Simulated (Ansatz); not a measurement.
Re (hcp, Mg type), conventional cell a = b = 2.758 Å, c = 4.463 Å, α = β = 90.00°, γ = 120.00°. The calculation uses the primitive cell of 2 atoms, to which meshes and values per cell refer.

Grid over V/V₀ and (c/a)/(c/a)₀, subscript 0 meaning the relaxed cell; the conventional c axis lies along z; no internal relaxation.

Calculation: r2SCAN (plane waves to 500 eV, PAW, scalar-relativistic; Ansatz, a first-principles code). k mesh 19×19×11 (Γ-centred), Fermi-Dirac smearing 0.05 eV. E stands for the smeared free energy. With partly filled bands, the response to shear is sensitive to the k mesh, so small differences along c/a are uncertain. Re is run without spin polarisation. Re was relaxed with its symmetry unable to fall. Spin-orbit coupling is left out, though Re is heavy. The PAW data are Ansatz's earlier set. The zero of ΔE is the relaxed starting cell.

```json
[
 {"ΔE (meV/atom)": "(c/a)/(c/a)₀ = 0.920", "V/V₀ = 0.960": "129", "V/V₀ = 0.980": "101", "V/V₀ = 1.000": "89", "V/V₀ = 1.020": "91", "V/V₀ = 1.040": "106"},
 {"ΔE (meV/atom)": "(c/a)/(c/a)₀ = 0.960", "V/V₀ = 0.960": "55", "V/V₀ = 0.980": "___", "V/V₀ = 1.000": "22", "V/V₀ = 1.020": "___", "V/V₀ = 1.040": "46"},
 {"ΔE (meV/atom)": "(c/a)/(c/a)₀ = 1.000", "V/V₀ = 0.960": "___", "V/V₀ = 0.980": "7", "V/V₀ = 1.000": "0", "V/V₀ = 1.020": "7", "V/V₀ = 1.040": "___"},
 {"ΔE (meV/atom)": "(c/a)/(c/a)₀ = 1.040", "V/V₀ = 0.960": "57", "V/V₀ = 0.980": "___", "V/V₀ = 1.000": "23", "V/V₀ = 1.020": "___", "V/V₀ = 1.040": "48"},
 {"ΔE (meV/atom)": "(c/a)/(c/a)₀ = 1.080", "V/V₀ = 0.960": "131", "V/V₀ = 0.980": "103", "V/V₀ = 1.000": "91", "V/V₀ = 1.020": "93", "V/V₀ = 1.040": "108"}
]
```

### Question
What belongs in the gaps?

### Answer

- (c/a)/(c/a)₀ = 0.960, V/V₀ = 0.980: 30
- (c/a)/(c/a)₀ = 0.960, V/V₀ = 1.020: 28
- (c/a)/(c/a)₀ = 1.000, V/V₀ = 0.960: 31
- (c/a)/(c/a)₀ = 1.000, V/V₀ = 1.040: 27
- (c/a)/(c/a)₀ = 1.040, V/V₀ = 0.980: 32
- (c/a)/(c/a)₀ = 1.040, V/V₀ = 1.020: 29

(Under strain, the slope of the energy per volume gives the stress and its curvature an elastic modulus.)
